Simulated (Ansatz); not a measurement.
Phonons of a relaxed structure of NaF by density-functional perturbation theory (low response-accuracy setting, no LO–TO term) at Γ and zone-boundary points with q components 0 or ½ of the primitive reciprocal vectors. Level of theory: r2SCAN (plane waves to 500 eV, PAW, scalar-relativistic; Ansatz, a first-principles code). Γ-centred k-mesh 10×10×10, Fermi–Dirac smearing 0.05 eV.

```
CELL_PARAMETERS angstrom
      0.00000     2.29725     2.29725
      2.29725     0.00000     2.29725
      2.29725     2.29725     0.00000
ATOMIC_POSITIONS crystal
  F  0.00000 0.00000 0.00000
  Na 0.50000 0.50000 0.50000
```

Space group Fm-3m (No. 225), rock salt type.

| q | wavenumbers (cm⁻¹; i marks imaginary) |
|---|---|
| Γ | 0 (×3), 262 (×3) |
| L (½, 0, 0) | 188 (×2), 212 (×2), 309, 315 |
| X (½, ½, 0) | 145 (×2), 264, 276 (×2), 298 |

No instability shows at these points (nothing beyond 15i cm⁻¹, the threshold used here). Other wavevectors were not sampled, so this does not prove stability.

No spin polarisation in the result.
